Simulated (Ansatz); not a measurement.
TaCuN2, DFT, PBEsol, all-electron PAW with datasets made for the crystal, scalar-relativistic (Ansatz 0.2.0), run on 1 thread of Arm Neoverse V1 on a shared host.

The geometry is COD entry 4030363, unchecked; take it as a test cell. The listed cell was then made from it by scaling, straining or moving an atom.

Command: `ansatz run input.yaml --threads 1 --pin off --max-ram 4096MiB --backend cpu --events-out ev --progress --plain --runs-dir out`

```yaml
crystal:
  lattice:
    - [1.5359919376, 0.8868053586, 5.6940107866]
    - [-1.5359919376, 0.8868053586, 5.6940107866]
    - [0.0, -1.7736107173, 5.6940107866]
  atoms:
    - { symbol: Ta, position: [0.5, 0.5, 0.5] }
    - { symbol: Cu, position: [0.0, 0.0, 0.0] }
    - { symbol: "N", position: [0.119, 0.119, 0.119] }
    - { symbol: "N", position: [0.881, 0.881, 0.881] }
kpoints:
  mp_grid: { grid: [12, 12, 12] }
scf:
  occupations: { method: fermi_dirac, width: 0.05 }
hamiltonian:
  xc: pbesol
  pseudopotentials: { kind: all_electron, datasets: crystal }
output:
  forces: true
  stress: true
  eigenvalues: true
  efg: { contact_densities: true }
```

(1) How large is the problem that the program sets up?

(2) Estimate the wall time and the peak memory.

(3) And the same cell and mesh by frozen-core PAW, asked for forces, stress, eigenvalues, efg, on the same hardware?

Results:

(1) 189 irreducible k-points, 1233 plane waves at Γ, 34 bands.

(2) 2.1 min of wall time for 12 SCF iterations, with a peak of 2 GiB. Times on shared machines scatter by tens of per cent.

(3) 13 s, peak memory 0.52 GiB.
